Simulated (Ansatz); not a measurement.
# Stress against strain in Ag

```
CELL_PARAMETERS angstrom
0.00000 2.04310 2.04310
2.04310 0.00000 2.04310
2.04310 2.04310 0.00000
ATOMIC_POSITIONS crystal
Ag 0.00000 0.00000 0.00000
```

The cell comes from COD entry 9008459, which wasn't checked; take it as a given geometry.

The calculation used DFT, PBEsol, all-electron LAPW, scalar-relativistic in Ansatz 0.2.0.

Sampling and basis: a Γ-centred 15×15×15 k mesh, Fermi–Dirac smearing of 0.03 eV, basis error target 0.5 meV/atom, no spin polarisation.

The strain is applied along the Cartesian axes of the cell as listed (the other components stay zero). Fractional coordinates are held (clamped ions).

σ is the change of stress from the unstrained cell, which is at -2.78 GPa; tension is positive, so slopes are stress–strain coefficients at that pressure. In a metal the k mesh adds noise.

Only quantities that a quadratic follows smoothly over the whole series are listed; rougher ones are left out.

```csv
εxx = εyy,σzz (GPa),σxx (GPa)
-0.0200,-4.30,-4.96
0.0000,0.00,0.00
0.0100,2.01,1.87
0.0200,3.74,3.54
```

Fit the series and read off the stiffness at zero strain.

Least-squares fits y = p0 + p1 x + p2 x² to the rows give σzz (GPa): p1 = 202, p2 = -760; σxx (GPa): p1 = 212, p2 = -1700. So 2 C12 = 202 GPa and C11 + C12 = 212 GPa.

One run, at εxx = εyy = -0.0100, is withheld. Predict its row.

The fits give -2.06, -2.32; the run gave -2.11, -2.26.
